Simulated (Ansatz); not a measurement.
**Fields on a plane of CsPbBr3 (cubic perovskite)**

```yaml
crystal:
  lattice:
    - [5.93781, 0.00000, 0.00000]
    - [0.00000, 5.93781, 0.00000]
    - [0.00000, 0.00000, 5.93781]
  atoms:
    - { symbol: Cs, position: [0.00000, 0.00000, 0.00000] }
    - { symbol: Pb, position: [0.50000, 0.50000, 0.50000] }
    - { symbol: Br, position: [0.00000, 0.50000, 0.50000] }
    - { symbol: Br, position: [0.50000, 0.50000, 0.00000] }
    - { symbol: Br, position: [0.50000, 0.00000, 0.50000] }
```

The slice is a {100} plane (indices of the conventional cell) through the point (0.500, 0.500, 0.000) (fractional), spanned by u = [100] and v = [010] in vectors of this cell: u (5.94 Å) and v (5.94 Å, at 90° to u). It covers one period; positions are fractions (u, v).

Atoms on it: Cs at (0.50, 0.50); Br at (0.00, 0.00).

Calculation: r2SCAN (plane waves to 500 eV, PAW, scalar-relativistic; Ansatz, a quantum-chemistry and plane-wave program). k mesh 6×6×6. Inside the PAW spheres the values are not all-electron values, and peaks at nuclei hang on which shells count as valence. CsPbBr3 was relaxed with its symmetry unable to fall. Spin-orbit coupling is left out, though Pb is heavy. The PAW data are Ansatz's earlier set. This is a high-temperature form of CsPbBr3.

```tsv
v \ u	0.00	0.09	0.19	0.28	0.38	0.47	0.56	0.66	0.75	0.84	0.94
0.88	x	x	3.7	5.3	4.8	4.4	4.5	5.0	5.2	1.5	x
0.75	4.9	5.2	5.0	3.8	1.9	0.2	0.7	2.6	4.3	5.1	5.1
0.62	5.5	5.1	3.8	0.3	<-3.0	x	x	<-3.0	1.9	4.4	5.3
0.50	5.2	4.8	3.1	<-3.0	x	x	x	x	0.1	3.9	5.1
0.38	5.5	5.1	3.8	0.3	<-3.0	x	x	<-3.0	1.9	4.4	5.3
0.25	4.9	5.2	5.0	3.8	1.9	0.2	0.7	2.6	4.3	5.1	5.1
0.12	x	x	3.7	5.3	4.8	4.4	4.5	5.0	5.2	1.5	x
0.00	x	x	-0.2	5.5	5.5	5.3	5.3	5.6	4.9	x	x
```

Values: electrostatic potential energy of an electron, from the cell's mean, in eV. Points within 1 Å of a nucleus are blanked (x), as the pseudised field means little there. Values under -3 eV are set to -3. The zero, the cell's mean, hangs on the PAW cores.

```
|:=#@%=:.                 .:=%@#=|
|*#@@*-.                   .-*@@#|
|@@@#=:.                   .:=#@@|
|%%*=-.                     .-=*%|
|==-:..                     ..:-=|
|::..                         ..:|
|..                             .|
|                                |
|                                |
|                                |
|                                |
|               ...              |
|              .....             |
|             .......            |
|            .... ....           |
|            ...   ...           |
|            .... ....           |
|             .......            |
|              .....             |
|               ...              |
|                                |
|                                |
|                                |
|                                |
|..                             .|
|::..                         ..:|
|==-:..                     ..:-=|
|%%*=-.                     .-=*%|
|@@@#=:.                   .:=#@@|
|*#@@*-.                   .-*@@#|
|:=#@%=:.                 .:=%@#=|
| :*@%=:.                 .:=%@*:|
```
Scale: ten equal steps from 0.000 (start of ' ') to 0.032 (end of '@'), in the order ' .:-=+*#%@'. Values: density of the lowest conduction band (whole band as if filled, smooth part) in e/Å³. The map has 32 points along u (one character each, u = 0 at the left) and 32 along v (v = 0 in the bottom row). 

Element round which the density of the highest valence band (whole band, smooth part) is largest on this plane: Br. Element round which the density of the lowest conduction band (whole band as if filled, smooth part) is largest on this plane: Br.
